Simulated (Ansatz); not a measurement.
Rh:
```xyz
2
Lattice="0.0000 2.7302 2.7302 2.7302 0.0000 2.7302 2.7302 2.7302 0.0000" Properties=species:S:1:pos:R:3 pbc="T T T"
Rh     0.0000     0.0000     0.0000
Rh     1.3651     1.3651     1.3651
```

Relaxed with r²SCAN.

Task: Map the electron localisation function on the plane through (0.000, 0.000, 0.000) spanned by u = [1, 0, 0] and v = [-1, 1, 1] in lattice vectors, from DFT-r²SCAN in the program Ansatz with PAW potentials.

Result: x is the fraction of u, y of v (the angle between them is 90°; rows are the nearest grid lines); atoms in the plane: Rh at (0.00, 0.00), Rh at (0.50, 0.25).
```
y \ x   0.000  0.105  0.158  0.263  0.368  0.474  0.526  0.632  0.737  0.842  0.895   1.00
------  -----  -----  -----  -----  -----  -----  -----  -----  -----  -----  -----  -----
1.00    0.780  0.692  0.600  0.269  0.278  0.237  0.237  0.278  0.269  0.600  0.692  0.780
0.926   0.702  0.644  0.519  0.171  0.170  0.180  0.180  0.170  0.171  0.519  0.644  0.702
0.852   0.480  0.352  0.229  0.112  0.104  0.092  0.092  0.104  0.112  0.229  0.352  0.480
0.778   0.229  0.198  0.173  0.124  0.086  0.062  0.062  0.086  0.124  0.173  0.198  0.229
0.704   0.214  0.187  0.161  0.108  0.075  0.064  0.064  0.075  0.108  0.161  0.187  0.214
0.630   0.117  0.106  0.097  0.087  0.095  0.106  0.106  0.095  0.087  0.097  0.106  0.117
0.556   0.066  0.072  0.080  0.115  0.166  0.202  0.202  0.166  0.115  0.080  0.072  0.066
0.444   0.066  0.085  0.098  0.127  0.183  0.264  0.264  0.183  0.127  0.098  0.085  0.066
0.370   0.117  0.122  0.117  0.143  0.416  0.593  0.593  0.416  0.143  0.117  0.122  0.117
0.296   0.214  0.222  0.193  0.287  0.647  0.738  0.738  0.647  0.287  0.193  0.222  0.214
0.222   0.229  0.272  0.291  0.340  0.618  0.755  0.755  0.618  0.340  0.291  0.272  0.229
0.148   0.480  0.370  0.310  0.300  0.469  0.642  0.642  0.470  0.300  0.309  0.370  0.480
0.0741  0.702  0.585  0.478  0.295  0.285  0.333  0.333  0.285  0.295  0.479  0.585  0.702
0.000   0.780  0.692  0.600  0.269  0.278  0.237  0.237  0.278  0.269  0.600  0.692  0.780
```

The density is the valence pseudo-density with augmentation charge, so density and ELF within about 1 Å of a nucleus are not all-electron values.

Space group Fd-3m (diamond). The start of the workflow was typed in or built on a structure type; neither database checked (COD, Materials Project) lists it. It is not the phase usual at ambient conditions (space group No. 225). Symmetry was held in the r²SCAN relaxation. At this level the phase is mechanically unstable. The workflow began spin-polarised and lost its moments.

Potentials: the earlier of the program's two PAW sets.
